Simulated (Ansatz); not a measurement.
Consider the following.

Ba2CdMoO6:
```
Ba2CdMoO6
1.0
    0.00000     4.17413     4.17413
    4.17413     0.00000     4.17413
    4.17413     4.17413     0.00000
Ba Cd Mo O
2 1 1 6
Direct
  0.25000   0.25000   0.25000
  0.75000   0.75000   0.75000
  0.50000   0.50000   0.50000
  0.00000   0.00000   0.00000
  0.77043   0.22957   0.22957
  0.22957   0.77043   0.77043
  0.22957   0.77043   0.22957
  0.77043   0.22957   0.77043
  0.22957   0.22957   0.77043
  0.77043   0.77043   0.22957
```

This is the r²SCAN-relaxed structure.

Q: All from the program Ansatz at the r²SCAN level (PAW), unless another level is named. Give the HSE06 gap on the r²SCAN cell.

A: 3.68 eV.

Q: Predict the weight of the conduction-edge state by species (Voronoi cells).

A: Mo 59 %, O 33 %, Ba 7 %.

Q: Next, the conduction-band minimum?

A: at X (3 equivalent valleys).

Space group Fm-3m. The workflow started from a Materials Project entry (that database holds measured and hypothetical structures alike); the Crystallography Open Database copy checked does not list it. Its standing as an ambient phase is unchecked. The r²SCAN relaxation kept the symmetry of its start; whether a distortion lowers the energy is not shown. The run is not spin-polarised. No Hubbard U is applied. Scalar-relativistic: spin–orbit coupling is off unless named, which matters more the heavier the elements.

Potentials: the later of the program's two PAW sets.
